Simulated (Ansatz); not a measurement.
The start is a generated cell, SnO placed in the PtS structure type. A full variable-cell relaxation at zero pressure is run with PBEsol (plane waves to 420 eV, PAW, scalar-relativistic; Ansatz, an electronic-structure program). The first steps use a coarse 7×7×4 k-mesh.

Starting cell:
```
SnO
1.0
    3.33286     0.00000     0.00000
    0.00000     3.33286     0.00000
    0.00000     0.00000     5.86852
Sn O
2 2
Direct
  0.00000   0.50000   0.00000
  0.50000   0.00000   0.50000
  0.00000   0.00000   0.25000
  0.00000   0.00000   0.75000
```

Task: How much energy is released per atom?

Result: 0.03 eV/atom.

Task: How does the volume per atom move from start to end?

Result: -1.4 %, from 16.30 to 16.07 Å³/atom.

Task: Write out the relaxed structure.

Result: 
Space group P4₂/mmc (No. 131); a = 3.200 Å, b = 3.200 Å, c = 6.276 Å, α = 90.00°, β = 90.00°, γ = 90.00°

```csv
atom,site,symmetry,x,y,z
Sn,2c,mmm.,0.0000,0.5000,0.0000
O,2e,-4m2,0.0000,0.0000,0.2500
```

The space group stays P4₂/mmc (No. 131) (the run could not lower it), with 4 atoms in the primitive cell. Final values are on a 10×10×6 k-mesh of the relaxed cell. No spin polarisation in the result.

The run could not lose the symmetry of its start, so the end can be a saddle point.

All atoms sit on sites fixed by symmetry, so only the cell could relax.

The relaxed structure here is a generated cell of SnO: the first start was made by placing the elements on the sites of a structure type, and the end was not matched to a known phase here, so it may be hypothetical. Known forms of SnO include space group No. 129.
